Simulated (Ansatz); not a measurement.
Input:

TiSi₂:
```yaml
crystal:
  lattice:
    - [0.00000, 4.06115, 4.22198]
    - [2.36163, 0.00000, 4.22198]
    - [2.36163, 4.06115, 0.00000]
  atoms:
    - { symbol: Si, position: [0.66392, 0.33608, 0.66392] }
    - { symbol: Si, position: [0.33608, 0.66392, 0.33608] }
    - { symbol: Si, position: [0.58608, 0.91392, 0.58608] }
    - { symbol: Si, position: [0.91392, 0.58608, 0.91392] }
    - { symbol: Ti, position: [0.00000, 0.00000, 0.00000] }
    - { symbol: Ti, position: [0.25000, 0.25000, 0.25000] }
```

This is the LDA-relaxed structure.

All from the program Ansatz at the LDA level (PAW), unless another level is named. Give the electronic character.

metallic (no gap).

Give the formation energy from the elements (no fitted shifts).

-0.66 eV/atom.

What about the density of states at the Fermi level?

0.37 states/eV per atom (mean over ±0.08 eV).

Space group Fddd. The cell was relaxed with LDA under the symmetry of its start; of distortions, only those at the zone centre were tested. The run is not spin-polarised. The references are the lowest solids computed at this level, not always the standard phases.

Potentials: the later of the program's two PAW sets.
